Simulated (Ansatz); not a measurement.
Values for one crystal, relaxed and computed with DFT-r²SCAN in the program Ansatz with PAW potentials; other levels are named.

- Volume per atom = 21.02 Å³
- Electronic character = metallic (no gap)
- Formation energy from the elements (no fitted shifts) = -1.81 eV/atom
- Density of states at the Fermi level = 0.08 states/eV per atom (mean over ±0.08 eV)

Question: Which of these materials gives this?
A. Tb2C, R-3m (Tb on 6c, C on 3a)
B. TbP, rock salt
C. LuP, rock salt
D. GdP2Ru2, I4/mmm (Gd on 2a, P on 4e, Ru on 4d)

Answer: C, LuP, rock salt

Space group Fm-3m (rock salt). The first step of the workflow began from a Materials Project structure, measured or hypothetical; the Crystallography Open Database copy checked does not list it. Whether it is the stable phase at ambient conditions was not checked. The cell was relaxed with r²SCAN under the symmetry of its start; whether a distortion lowers the energy is not shown. The references are the lowest solids computed at this level, not always the standard phases. Scalar-relativistic: spin–orbit coupling is off unless named, which matters more the heavier the elements.

Potentials: the later of the program's two PAW sets.
